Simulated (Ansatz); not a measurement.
V:
```xyz
1
Lattice="-1.4982 1.4982 1.4982 1.4982 -1.4982 1.4982 1.4982 1.4982 -1.4982" Properties=species:S:1:pos:R:3 pbc="T T T"
V      0.0000     0.0000     0.0000
```

Relaxed with PBE. Special points in fractions of this cell's reciprocal vectors: Γ (0.000, 0.000, 0.000); H (0.500, -0.500, 0.500); N (0.000, 0.000, 0.500); P (0.250, 0.250, 0.250).

Problem. List the band energies nearest the Fermi level at these points for plane-wave PAW PBE (Ansatz code).

Solution. In eV from the Fermi level; about four levels below and three above (degenerate sets whole), none deeper than 8.9 eV; … stands for higher levels left out; points with the same levels are listed once.

| k | below | above |
|---|---|---|
| Γ | -6.60 | 0.42 0.42 0.42 |
| H | -3.00 -3.00 | … |
| N | -3.18 -1.13 | 1.64 2.43 … |
| P | -1.12 -1.12 -1.12 | … |

Space group Im-3m (bcc (W type)). The cell was relaxed with PBE under the symmetry of its start. The workflow began spin-polarised and lost its moments.

Potentials: the later of the program's two PAW sets.
